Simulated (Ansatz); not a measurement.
Geometry optimisation in Ansatz: input, command and trajectory.

```yaml
crystal:
  lattice:
    - [3.9879743054, 0.0, 0.0]
    - [0.0, 3.9879743054, 0.0]
    - [0.0, 0.0, 15.9514636671]
  atoms:
    - { symbol: Ba, position: [0.0, 0.0, 0.0] }
    - { symbol: Sr, position: [0.0, 0.0, 0.2521288769] }
    - { symbol: Sr, position: [0.0, 0.0, 0.5] }
    - { symbol: Sr, position: [0.0, 0.0, 0.7478711231] }
    - { symbol: Ti, position: [0.5, 0.5, 0.128557228] }
    - { symbol: Ti, position: [0.5, 0.5, 0.376097488] }
    - { symbol: Ti, position: [0.5, 0.5, 0.623902512] }
    - { symbol: Ti, position: [0.5, 0.5, 0.871442772] }
    - { symbol: O, position: [0.0, 0.5, 0.1299432431] }
    - { symbol: O, position: [0.0, 0.5, 0.3761262213] }
    - { symbol: O, position: [0.0, 0.5, 0.6238737787] }
    - { symbol: O, position: [0.0, 0.5, 0.8700567569] }
    - { symbol: O, position: [0.5, 0.5, 0.0] }
    - { symbol: O, position: [0.5, 0.5, 0.2520422278] }
    - { symbol: O, position: [0.5, 0.5, 0.5] }
    - { symbol: O, position: [0.5, 0.5, 0.7479577722] }
    - { symbol: O, position: [0.5, 0.0, 0.1299432431] }
    - { symbol: O, position: [0.5, 0.0, 0.3761262213] }
    - { symbol: O, position: [0.5, 0.0, 0.6238737787] }
    - { symbol: O, position: [0.5, 0.0, 0.8700567569] }
basis:
  ecutwfc: 420
kpoints:
  mp_grid: { grid: [8, 8, 2] }
hamiltonian:
  xc: pbesol
scf:
  occupations: { method: gaussian, width: 0.02 }
output:
  forces: true
  stress: true
  eigenvalues: true
relax:
  adjacent_minimum: "off"
  f_tol: 0.01
  max_steps: 30
  cell: { stress_tol: 0.1, fix: [volume] }
```

```bash
ansatz run input.yaml --threads 4 --pin off --max-ram 10240MiB --backend cpu --events-out ev --progress --plain --runs-dir out
```

Method: DFT PBEsol, scalar-relativistic, plane waves, PAW in Ansatz.

The volume is held at 1.06 times that of the relaxed cell.

Of 4 frames 3 are shown, positions in Å and forces in eV/Å; the SCF threshold varies from step to step. Steps run on the plane waves of an earlier cell, with a Pulay correction in the pressure. The basis is chosen afresh for the last frame, the zero of the energies, and at times for earlier ones too; energy and pressure can step there, also at an unchanged geometry. Where two frames share a geometry here, they differ by under 2 meV/atom and 0.3 GPa.

```xyz
20
Lattice="3.9880 0.0000 0.0000 0.0000 3.9880 0.0000 0.0000 0.0000 15.9515" Properties=species:S:1:pos:R:3:forces:R:3 pbc="T T T" step=1 free_energy_over_end_meV_per_atom=0.00 pressure_GPa=-9.45
Ba    0.0000    0.0000    0.0000    0.0000    0.0000    0.0000
Sr    0.0000    0.0000    4.0218    0.0000    0.0000   -0.0110
Sr    0.0000    0.0000    7.9757    0.0000    0.0000    0.0000
Sr    0.0000    0.0000   11.9296    0.0000    0.0000    0.0110
Ti    1.9940    1.9940    2.0507    0.0000    0.0000    0.0576
Ti    1.9940    1.9940    5.9993    0.0000    0.0000    0.0016
Ti    1.9940    1.9940    9.9522    0.0000    0.0000   -0.0016
Ti    1.9940    1.9940   13.9008    0.0000    0.0000   -0.0576
O     0.0000    1.9940    2.0728    0.0000    0.0000   -0.0114
O     0.0000    1.9940    5.9998    0.0000    0.0000   -0.0002
O     0.0000    1.9940    9.9517    0.0000    0.0000    0.0002
O     0.0000    1.9940   13.8787    0.0000    0.0000    0.0114
O     1.9940    1.9940    0.0000    0.0000    0.0000    0.0000
O     1.9940    1.9940    4.0204    0.0000    0.0000    0.0020
O     1.9940    1.9940    7.9757    0.0000    0.0000    0.0000
O     1.9940    1.9940   11.9310    0.0000    0.0000   -0.0020
O     1.9940    0.0000    2.0728    0.0000    0.0000   -0.0114
O     1.9940    0.0000    5.9998    0.0000    0.0000   -0.0002
O     1.9940    0.0000    9.9517    0.0000    0.0000    0.0002
O     1.9940    0.0000   13.8787    0.0000    0.0000    0.0114
20
Lattice="3.9879 0.0000 0.0000 0.0000 3.9879 0.0000 0.0000 0.0000 15.9518" Properties=species:S:1:pos:R:3:forces:R:3 pbc="T T T" step=2 free_energy_over_end_meV_per_atom=0.00 pressure_GPa=-9.44
Ba    0.0000    0.0000    0.0000    0.0000    0.0000    0.0000
Sr    0.0000    0.0000    4.0162    0.0000    0.0000    0.0268
Sr    0.0000    0.0000    7.9759    0.0000    0.0000    0.0000
Sr    0.0000    0.0000   11.9356    0.0000    0.0000   -0.0268
Ti    1.9940    1.9940    2.0520    0.0000    0.0000    0.0305
Ti    1.9940    1.9940    5.9998    0.0000    0.0000    0.0146
Ti    1.9940    1.9940    9.9520    0.0000    0.0000   -0.0146
Ti    1.9940    1.9940   13.8998    0.0000    0.0000   -0.0305
O     0.0000    1.9940    2.0716    0.0000    0.0000    0.0035
O     0.0000    1.9940    5.9998    0.0000    0.0000   -0.0016
O     0.0000    1.9940    9.9521    0.0000    0.0000    0.0016
O     0.0000    1.9940   13.8802    0.0000    0.0000   -0.0035
O     1.9940    1.9940    0.0000    0.0000    0.0000    0.0000
O     1.9940    1.9940    4.0214    0.0000    0.0000   -0.0446
O     1.9940    1.9940    7.9759    0.0000    0.0000    0.0000
O     1.9940    1.9940   11.9305    0.0000    0.0000    0.0446
O     1.9940    0.0000    2.0716    0.0000    0.0000    0.0035
O     1.9940    0.0000    5.9998    0.0000    0.0000   -0.0016
O     1.9940    0.0000    9.9521    0.0000    0.0000    0.0016
O     1.9940    0.0000   13.8802    0.0000    0.0000   -0.0035
20
Lattice="3.9878 0.0000 0.0000 0.0000 3.9878 0.0000 0.0000 0.0000 15.9528" Properties=species:S:1:pos:R:3:forces:R:3 pbc="T T T" step=4 free_energy_over_end_meV_per_atom=0.00 pressure_GPa=-9.44
Ba    0.0000    0.0000    0.0000    0.0000    0.0000    0.0000
Sr    0.0000    0.0000    4.0201    0.0000    0.0000    0.0008
Sr    0.0000    0.0000    7.9764    0.0000    0.0000    0.0000
Sr    0.0000    0.0000   11.9326    0.0000    0.0000   -0.0008
Ti    1.9939    1.9939    2.0539    0.0000    0.0000    0.0062
Ti    1.9939    1.9939    6.0007    0.0000    0.0000    0.0025
Ti    1.9939    1.9939    9.9521    0.0000    0.0000   -0.0025
Ti    1.9939    1.9939   13.8988    0.0000    0.0000   -0.0062
O     0.0000    1.9939    2.0738    0.0000    0.0000    0.0003
O     0.0000    1.9939    6.0008    0.0000    0.0000   -0.0006
O     0.0000    1.9939    9.9520    0.0000    0.0000    0.0006
O     0.0000    1.9939   13.8789    0.0000    0.0000   -0.0003
O     1.9939    1.9939    0.0000    0.0000    0.0000    0.0000
O     1.9939    1.9939    4.0217    0.0000    0.0000   -0.0037
O     1.9939    1.9939    7.9764    0.0000    0.0000    0.0000
O     1.9939    1.9939   11.9310    0.0000    0.0000    0.0037
O     1.9939    0.0000    2.0738    0.0000    0.0000    0.0003
O     1.9939    0.0000    6.0008    0.0000    0.0000   -0.0006
O     1.9939    0.0000    9.9520    0.0000    0.0000    0.0006
O     1.9939    0.0000   13.8789    0.0000    0.0000   -0.0003
```

The run took 100 s on 4 threads of Intel(R) Xeon(R) Processor @ 2.50GHz (Skylake/Cascade Lake), on a shared host, peak memory 1.2 GiB.